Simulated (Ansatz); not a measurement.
## Convergence of YSc with the plane-wave cutoff

These are results of Ansatz 0.2.0, DFT PBEsol, scalar-relativistic, plane waves, PAW, not measurements.

```
Y Sc
1.0
     3.52017    0.00000    0.00000
    -1.76008    3.04855    0.00000
     0.00000    0.00000    5.40412
Y Sc
1 1
Cartesian
  0.0000 0.0000 0.0000
  0.0000 2.0324 2.7021
```

```json
{
 "Γ-centred k-mesh": "15×15×8",
 "occupation rule": "Gaussian smearing, 0.1 eV",
 "spin treatment": "unpolarised",
 "valence charge of the PAW sets": "Y 11, Sc 11"
}
```

The atoms stay fixed while the plane-wave cutoff is varied. ΔE is the energy extrapolated to zero smearing, less that of the reference run (500 eV). The cell isn't necessarily relaxed at this level. Pressure is positive in compression and holds a correction for the finite cutoff (Pulay stress).

| cutoff (eV) | ΔE (meV/atom) | P (GPa) | plane waves at Γ |
| --- | --- | --- | --- |
| 250 | 203 | -2.45 | 523 |
| 300 | ? | ? | ? |
| 350 | 0.80 | -2.48 | 881 |
| 420 | 0.24 | -2.48 | 1105 |
| 500 | 0.00 | -2.48 | 1483 |

Q: Fill in the withheld rows.

A: The withheld rows:

```tsv
cutoff (eV)	ΔE (meV/atom)	P (GPa)	plane waves at Γ
300	16.4	-2.49	675
```